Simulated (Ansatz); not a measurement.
Trial structures of Zr₂NbC₃: starts and ends

All numbers below come from DFT PBE, scalar-relativistic, plane waves, PAW in Ansatz 0.2.0. All cells share a 420 eV cutoff and Γ-centred k meshes spaced at most about 0.3 Å⁻¹ (about 0.25 or finer for metals, 2π included). No spin polarisation in the final relaxations.

Each guess was relaxed in cell and atoms at zero pressure, within the symmetry of its start. These are static total energies at zero pressure. Coordination counts C atoms around Nb and Zr (those within 1.25 times the shortest such distance or 1.15 times the sum of covalent radii, 1.27 where that leaves under three; a plus sign parts nearer from farther groups).

| guess | made from | start group | V start (Å³/atom) | end group | V end (Å³/atom) | coordination at the end | gap on mesh (eV) | E over the lowest end (meV/atom) |
| --- | --- | --- | --- | --- | --- | --- | --- | --- |
| 1 | Li3Tl2Cd type | P4/mmm | 14.1 | P4/mmm | 12.3 | Zr 4+4, Nb 8 | 0 | 0 |
| 2 | random cell | P-4m2 | 16.9 | ? | ? | ? | ? | ? |
| 3 | NaH2Pd3 type | Cmmm | 12.6 | Cmmm | 15.9 | Zr 5, Nb 2 | 0 | 368 |
| 4 | LaAl2Ag3 type | Cmmm | 14.4 | Cmmm | 13.6 | Zr 6, Nb 2 | 0 | 295 |

Guess 2 as it starts:

```cif
data_structure
_symmetry_space_group_name_H-M 'P-4m2'
_symmetry_Int_Tables_number 115
_cell_length_a 3.9811
_cell_length_b 3.9811
_cell_length_c 6.4024
_cell_angle_alpha 90.000
_cell_angle_beta 90.000
_cell_angle_gamma 90.000
_cell_volume 101.47
loop_
_atom_site_label
_atom_site_type_symbol
_atom_site_symmetry_multiplicity
_atom_site_Wyckoff_symbol
_atom_site_fract_x
_atom_site_fract_y
_atom_site_fract_z
_atom_site_occupancy
Zr1 Zr 2 e 0.00000 0.00000 0.31576 1
Nb1 Nb 1 a 0.00000 0.00000 0.00000 1
C1 C 2 g 0.00000 0.50000 0.99158 1
C2 C 1 b 0.50000 0.50000 0.00000 1
```

Q: Fill in the missing row: what does this guess relax into, and where does it rank?

A: It ends in space group P-4m2 (No. 115), with a = 3.130 Å, c = 9.536 Å, 15.6 Å³/atom and no gap. It lies 0.39 eV/atom over the lowest end, above guess 3 and so the highest of the set. Counting C atoms around Nb and Zr, this end has Zr 2, Nb 8 and the lowest (guess 1) has Zr 4+4, Nb 8. The lowest (guess 1) holds C–C pairs (shortest 1.61 Å); in this end the shortest C–C distance is 2.29 Å.

```xyz
6
Lattice="3.1302 0.0000 0.0000 0.0000 3.1302 0.0000 0.0000 0.0000 9.5361" Properties=species:S:1:pos:R:3 pbc="T T T"
Zr    0.0000    0.0000    3.1293
Zr    0.0000    0.0000    6.4068
Nb    0.0000    0.0000    0.0000
C     0.0000    1.5651    7.8656
C     1.5651    0.0000    1.6705
C     1.5651    1.5651    0.0000
```

Energies over the elements count from the elements' standard structures at the same level, with no fitted energy shifts.

Q: Is the lowest end bound against the elements?

A: No: its formation energy is +0.25 eV/atom. It can't be a ground state, since the elements alone are lower.

A magnetic state wasn't ruled out in cells without spin, among them P-4m2. The reference form of C is held partly by dispersion forces, which this level lacks. Cells relaxed within their symmetry can be saddle points. A lower structure may well exist outside this small set. Some candidate types were left out of the draw beforehand, so a known form may be missing.
